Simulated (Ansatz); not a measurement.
TlBr:
```
TlBr
1.0
    3.97983     0.00000     0.00000
    0.00000     3.97983     0.00000
    0.00000     0.00000     3.97983
Tl Br
1 1
Direct
  0.00000   0.00000   0.00000
  0.50000   0.50000   0.50000
```

This is the PBE+D3(BJ)-relaxed structure.

Question: All from plane-wave PAW PBE+D3(BJ) (Ansatz code), unless another level is named. Estimate the band gap.

Answer: 1.86 eV (direct).

Question: What about the gap with spin–orbit coupling?

Answer: 1.24 eV.

Question: Predict the hole effective mass.

Answer: 0.26, 0.47, 0.47 mₑ (principal values).

Question: Give the weight of the valence-edge state by species (Voronoi cells).

Answer: Br 68 %, Tl 32 %.

Space group Pm-3m (CsCl type). The PBE+D3(BJ) relaxation kept the symmetry of its start; phonons on a q-mesh show no instability. Spin–orbit coupling is left out wherever it is not named.

Potentials: the later of the program's two PAW sets.
